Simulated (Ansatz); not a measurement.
Start of a relaxation of LuSi2Ge3:

```
CELL_PARAMETERS angstrom
3.99362 0.00000 0.00000
-1.99681 3.45858 0.00000
0.00000 0.00000 8.68215
ATOMIC_POSITIONS crystal
Lu 0.00000 0.00000 0.00000
Si 0.00000 0.00000 0.64491
Si 0.00000 0.00000 0.35509
Ge 0.50169 0.00000 0.00000
Ge 0.00000 0.50169 0.00000
Ge 0.49831 0.49831 0.00000
```

These are results of DFT PBE, scalar-relativistic, plane waves, PAW (Ansatz 0.2.0), not measurements. Cutoff 420 eV, Gaussian smearing, Γ-centred meshes. Cell and atoms relax first on a coarse mesh and then on a finer one. In between, the cell is made exact in the group found at 0.06 Å. In metals the finer mesh still leaves noise of several meV/atom or more. The steps can't lower the symmetry of their start. No spin polarisation.

A guess keeps its type if space group and coordination stay and the shape of the cell changes little (axis ratios within about 15 %, angles within 6°); the volume may change.

Task: Will the relaxed cell still be of the starting type?

Result: It doesn't keep its type. The symmetry goes from P-62m (No. 189) to P6/mmm (No. 191). The volume per atom grows by 70.8 %, from 20.0 to 34.1 Å³. The shortest distance goes from 1.99 Å (Lu–Ge) to 2.19 Å (Si–Si). Counting neighbours within 15 % of an atom's shortest distance, the start has Ge 6, Lu 6, Si 1 and the end Ge 6, Lu 8, Si 1. In detail, at the end Lu is surrounded by 2 Si at 2.66 Å and 6 Ge at 2.81 Å; Si has 1 Si at 2.19 Å and 1 Lu at 2.66 Å; Ge has 2 Lu at 2.81 Å and 4 Ge at 2.81 Å.

```
CELL_PARAMETERS angstrom
5.61244 0.00000 0.00000
-2.80622 4.86051 0.00000
0.00000 0.00000 7.50982
ATOMIC_POSITIONS crystal
Lu 0.00000 0.00000 0.00000
Si 0.00000 0.00000 0.64566
Si 0.00000 0.00000 0.35434
Ge 0.50000 0.00000 0.00000
Ge 0.00000 0.50000 0.00000
Ge 0.50000 0.50000 0.00000
```

Formation energies are uncorrected and refer to the elements' standard structures at the same level.

Task: At what energy does it end?

Result: +0.63 eV/atom. The separate elements lie lower, so it is unstable against them.

The last run used a 12×12×6 mesh (in the run's order of axes) for its 6-atom cell and Gaussian smearing of 0.10 eV. The cell is a metal run without spin; a magnetic state may lie lower. A structure relaxed within its symmetry needn't be a true minimum. Another cell of LuSi2Ge3 relaxed alike, in R32, lies 0.51 eV/atom lower, so this cell isn't the stable form at this level.
